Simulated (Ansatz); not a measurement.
Mg₂CdSe₃: rattling a relaxed structure

It was reached by relaxing an invented guess, and it needn't be the stable form of this composition.

These are results of DFT PBE, scalar-relativistic, plane waves, PAW (Ansatz 0.2.0), not measurements. Cutoff 420 eV; k points 12×12×4 on the computed 6-atom cell (Γ-centred); Gaussian smearing, width 0.02 eV; no spin polarisation.

The cell below (6 atoms, space group P-3m1 (No. 164)) is relaxed within its symmetry.

```
Mg Cd Se
1.0
     3.95354    0.00000    0.00000
    -1.97677    3.42387    0.00000
     0.00000    0.00000    9.68583
Mg Cd Se
2 1 3
Direct
  0.33333 0.66667 0.66281
  0.66667 0.33333 0.33719
  0.00000 0.00000 0.00000
  0.00000 0.00000 0.50000
  0.33333 0.66667 0.17581
  0.66667 0.33333 0.82419
```

For the test a repeat of it with 12 atoms (edges 3.95, 3.95, 19.37 Å) was strained at random (σ = 1.5 % a component), the atoms were moved at random (σ = 0.05 Å), and all was relaxed again on a coarse 6×6×1 mesh (in the run’s order of axes) with 0.10 eV smearing, with no symmetry imposed.

Task: What happens?

Result: It returns, within 1 meV/atom of the unmoved cell on that mesh and with the same symmetry when read at 0.1 Å. No instability shows in this cell; modes of other wave vectors, which need another repeat, aren't tested. Another cell of Mg2CdSe3 relaxed alike, in P3m1, lies 68 meV/atom lower, so this cell isn't the stable form at this level.
